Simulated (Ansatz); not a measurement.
Relaxed-ion elastic tensor of AgCl (rock salt, Fm-3m) in GPa (Voigt order), DFT-PBEsol in the program Ansatz with PAW potentials; density 5.89 g/cm³, 20.21 Å³ per atom.

```json
[
 {"": "1", "1": "77.2", "2": "46.3", "3": "46.3", "4": "0.0", "5": "0.0", "6": "0.0"},
 {"": "2", "1": "46.3", "2": "77.2", "3": "46.3", "4": "0.0", "5": "0.0", "6": "0.0"},
 {"": "3", "1": "46.3", "2": "46.3", "3": "77.2", "4": "0.0", "5": "0.0", "6": "0.0"},
 {"": "4", "1": "0.0", "2": "0.0", "3": "0.0", "4": "4.7", "5": "0.0", "6": "0.0"},
 {"": "5", "1": "0.0", "2": "0.0", "3": "0.0", "4": "0.0", "5": "4.7", "6": "0.0"},
 {"": "6", "1": "0.0", "2": "0.0", "3": "0.0", "4": "0.0", "5": "0.0", "6": "4.7"}
]
```

Task: Is the crystal mechanically stable?

Result: Yes: the smallest eigenvalue of C is 4.7 GPa.

Task: Work out the Voigt, Reuss and Hill averages.

Result: K_V = 56.6, K_R = 56.6, K_H = 56.6; G_V = 9.0, G_R = 6.5, G_H = 7.7 GPa.

Task: Give Young's modulus, Poisson's ratio, Pugh's ratio and the universal anisotropy index.

Result: E = 9KG/(3K + G) = 22.2 GPa; ν = 0.43; K/G = 7.33 (ductile by the Pugh limit of 1.75); A_U = 5G_V/G_R + K_V/K_R − 6 = 1.94.

Task: Estimate the sound speeds and the Debye temperature.

Result: v_l = √((K + 4G/3)/ρ) = 3370 m/s, v_t = √(G/ρ) = 1150 m/s, mean 1300 m/s; Θ = (h/k)(3n/4πV)^(1/3) v_m = 142 K.

Task: Give the Zener ratio and Young's modulus along [100], [110] and [111].

Result: A = 2C44/(C11 − C12) = 0.30; 1/E = S11 − 2(S11 − S12 − S44/2)Γ with Γ = 0, 1/4, 1/3 gives 42.5, 16.4, 13.6 GPa.

Symmetry was held in the PBEsol relaxation. No spin polarisation was allowed.

Potentials: the later of the program's two PAW sets.
